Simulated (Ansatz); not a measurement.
This guess for Al₅As is about to be relaxed.

```cif
data_structure
_symmetry_space_group_name_H-M 'Cmmm'
_symmetry_Int_Tables_number 65
_cell_length_a 6.6649
_cell_length_b 6.7463
_cell_length_c 5.2774
_cell_angle_alpha 90.000
_cell_angle_beta 90.000
_cell_angle_gamma 90.000
_cell_volume 237.29
loop_
_atom_site_label
_atom_site_type_symbol
_atom_site_symmetry_multiplicity
_atom_site_Wyckoff_symbol
_atom_site_fract_x
_atom_site_fract_y
_atom_site_fract_z
_atom_site_occupancy
Al1 Al 2 a 0.00000 0.00000 0.00000 1
Al2 Al 8 n 0.50000 0.17665 0.23850 1
As1 As 2 d 0.00000 0.00000 0.50000 1
```

Method: DFT PBE, scalar-relativistic, plane waves, PAW in Ansatz 0.2.0. Cutoff 420 eV, Gaussian smearing, Γ-centred meshes. Cell and atoms relax first on a coarse mesh and then on a finer one. In between, the cell is made exact in the group found at 0.06 Å. In metals the finer mesh still leaves noise of several meV/atom or more. The steps can't lower the symmetry of their start. No spin polarisation.

A guess keeps its type if space group and coordination stay and the shape of the cell changes little (axis ratios within about 15 %, angles within 6°); the volume may change.

Problem. Does this structure survive the relaxation?

Solution. It doesn't keep its type. The symmetry stays Cmmm (No. 65). The volume per atom shrinks by 9.4 %, from 19.8 to 17.9 Å³. The shortest distance goes from 2.38 Å (Al–Al) to 2.66 Å (Al–Al). Counting neighbours within 15 % of an atom's shortest distance, the start has Al 4/6, As 6 and the end Al 7/14, As 14. In detail, at the end Al on a site of symmetry mmm is surrounded by 2 As at 2.86 Å and 12 Al at 2.92–3.10 Å; Al on a site of symmetry m has 6 Al at 2.66–2.92 Å, 3 As at 2.94–3.11 Å and 2 Al at 3.10 Å; As has 6 Al at 2.86–2.94 Å and 8 Al at 3.11 Å.

```cif
data_structure
_symmetry_space_group_name_H-M 'Cmmm'
_symmetry_Int_Tables_number 65
_cell_length_a 4.8255
_cell_length_b 7.7749
_cell_length_c 5.7287
_cell_angle_alpha 90.000
_cell_angle_beta 90.000
_cell_angle_gamma 90.000
_cell_volume 214.93
loop_
_atom_site_label
_atom_site_type_symbol
_atom_site_symmetry_multiplicity
_atom_site_Wyckoff_symbol
_atom_site_fract_x
_atom_site_fract_y
_atom_site_fract_z
_atom_site_occupancy
Al1 Al 2 a 0.00000 0.00000 0.00000 1
Al2 Al 8 n 0.50000 0.17115 0.24684 1
As1 As 2 d 0.00000 0.00000 0.50000 1
```

The last run used a 10×10×8 mesh (in the run's order of axes) for its 6-atom cell and Gaussian smearing of 0.10 eV. Symmetry constrained the relaxation, so the result can be a saddle point.

In counts of neighbours, a slash parts the counts of unlike sites.
